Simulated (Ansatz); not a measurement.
In:
Space group I4/mmm (No. 139); a = b = 3.2212 Å, c = 5.0530 Å, α = β = γ = 90.00°

```tsv
atom	site	symmetry	x	y	z
In	2a	4/mmm	0.0000	0.0000	0.0000
```
(The calculation used a cell of 1 atom; values per cell refer to that cell.)

Relaxed with r²SCAN.

Which orbitals make up the states near the Fermi level in DFT-r²SCAN in the program Ansatz with PAW potentials?

Within 0.5 eV of the Fermi level: In 5p 68 %, In 5s 30 %. Projections are on Löwdin-orthogonalised atomic valence shells; empty p or d shells of many metals are not among them.

Tabulate the density of states.

States/eV per cell of 1 atom, in 0.25 eV bins, energy from the Fermi level.

| E (eV) | total | In 5p | In 5s | In 4d |
|---|---|---|---|---|
| -7.85 | 0.21 | 0.11 | 0.10 | 0.00 |
| -7.60 | 0.22 | 0.12 | 0.10 | 0.00 |
| -7.35 | 0.23 | 0.12 | 0.10 | 0.00 |
| -7.10 | 0.24 | 0.13 | 0.11 | 0.00 |
| -6.85 | 0.25 | 0.14 | 0.11 | 0.00 |
| -6.60 | 0.26 | 0.14 | 0.12 | 0.00 |
| -6.35 | 0.27 | 0.15 | 0.12 | 0.00 |
| -6.10 | 0.28 | 0.15 | 0.13 | 0.00 |
| -5.85 | 0.29 | 0.16 | 0.13 | 0.00 |
| -5.60 | 0.30 | 0.16 | 0.14 | 0.00 |
| -5.35 | 0.32 | 0.16 | 0.15 | 0.00 |
| -5.10 | 0.33 | 0.16 | 0.16 | 0.00 |
| -4.85 | 0.34 | 0.16 | 0.18 | 0.00 |
| -4.60 | 0.38 | 0.16 | 0.21 | 0.00 |
| -4.35 | 0.39 | 0.16 | 0.23 | 0.00 |
| -4.10 | 0.37 | 0.15 | 0.21 | 0.00 |
| -3.85 | 0.35 | 0.14 | 0.20 | 0.00 |
| -3.60 | 0.33 | 0.13 | 0.19 | 0.00 |
| -3.35 | 0.35 | 0.15 | 0.19 | 0.00 |
| -3.10 | 0.36 | 0.17 | 0.18 | 0.00 |
| -2.85 | 0.36 | 0.18 | 0.18 | 0.00 |
| -2.60 | 0.35 | 0.20 | 0.15 | 0.00 |
| -2.35 | 0.35 | 0.22 | 0.13 | 0.00 |
| -2.10 | 0.36 | 0.24 | 0.12 | 0.00 |
| -1.85 | 0.37 | 0.25 | 0.11 | 0.00 |
| -1.60 | 0.36 | 0.26 | 0.10 | 0.00 |
| -1.35 | 0.39 | 0.29 | 0.09 | 0.00 |
| -1.10 | 0.47 | 0.33 | 0.13 | 0.00 |
| -0.85 | 0.50 | 0.36 | 0.13 | 0.00 |
| -0.60 | 0.48 | 0.34 | 0.13 | 0.00 |
| -0.35 | 0.45 | 0.31 | 0.13 | 0.00 |
| -0.10 | 0.40 | 0.27 | 0.13 | 0.00 |
| 0.15 | 0.39 | 0.26 | 0.12 | 0.00 |
| 0.40 | 0.43 | 0.29 | 0.12 | 0.00 |
| 0.65 | 0.48 | 0.33 | 0.13 | 0.00 |
| 0.90 | 0.48 | 0.33 | 0.13 | 0.00 |
| 1.15 | 0.48 | 0.33 | 0.12 | 0.00 |
| 1.40 | 0.47 | 0.33 | 0.12 | 0.00 |
| 1.65 | 0.48 | 0.34 | 0.12 | 0.00 |
| 1.90 | 0.48 | 0.35 | 0.11 | 0.00 |
| 2.15 | 0.50 | 0.37 | 0.11 | 0.00 |
| 2.40 | 0.51 | 0.38 | 0.10 | 0.00 |
| 2.65 | 0.53 | 0.40 | 0.10 | 0.00 |
| 2.90 | 0.54 | 0.41 | 0.09 | 0.00 |
| 3.15 | 0.56 | 0.43 | 0.09 | 0.00 |
| 3.40 | 0.57 | 0.44 | 0.09 | 0.00 |
| 3.65 | 0.58 | 0.45 | 0.08 | 0.00 |
| 3.90 | 0.62 | 0.49 | 0.08 | 0.00 |
| 4.15 | 0.65 | 0.53 | 0.07 | 0.00 |
| 4.40 | 0.64 | 0.51 | 0.07 | 0.00 |
| 4.65 | 0.62 | 0.50 | 0.06 | 0.00 |

Symmetry was held in the r²SCAN relaxation. Axis ratios of metals converge slowly with the k-mesh, so a and c are less sure than the volume. Scalar-relativistic: spin–orbit coupling is off unless named, which matters more the heavier the elements.

Potentials: the earlier of the program's two PAW sets.
